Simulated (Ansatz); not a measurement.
## Calculated ⁹⁷Mo nuclear quadrupole resonance for MoS2

Cell: a COD entry, its atoms then relaxed with PBE in this cell.

```
CELL_PARAMETERS angstrom
3.14000 0.00000 0.00000
-1.57000 2.71932 0.00000
0.00000 0.00000 12.53000
ATOMIC_POSITIONS crystal
Mo 0.33333 0.66667 0.25000
Mo 0.66667 0.33333 0.75000
S 0.33333 0.66667 0.62446
S 0.66667 0.33333 0.12446
S 0.33333 0.66667 0.87554
S 0.66667 0.33333 0.37554
```

Atoms are numbered from 1 in the order listed; like atoms form one site, named after its first atom.

Computed with Ansatz: DFT, LDA, plane waves and PAW, scalar-relativistic, collinear spin, 420 eV cutoff, Γ-centred 16×16×4 k-points, Fermi–Dirac smearing 0.02 eV. Start moments as typed (μB): 2 on each Mo, none on the rest.

⁹⁷Mo: I = 5/2, Q = 255.0 mb (year-2017 value). Static lattice, zero field.

**Question.** The simulated lines lie at 6.70, 13.4 MHz. What are |C_Q|, η and |V_zz| at Mo?

**Answer.** For I = 5/2 and η = 0 the lines are 3|C_Q|/20 and twice that; η pulls their ratio below 2. Here |C_Q| = 44.6 MHz, η = 0.00 and |V_zz| = 7.24 × 10²¹ V/m². The calculation gives V_zz negative; the lines don't show the sign. The site has 6 S at 2.40 Å.

An axis of threefold or higher order runs through Mo, so V_zz lies along it and η is zero.

At this cell the principal stresses reach 5 GPa in size with LDA, which can matter for small gradients. The largest force is 0.4 eV/Å, so the atoms aren't at the calculated equilibrium and relaxing them would move these values. Without spin–orbit coupling (the program notes it for Mo) the gradients can shift somewhat, as the gap is small. The start moments die out, and the run ends without spin.
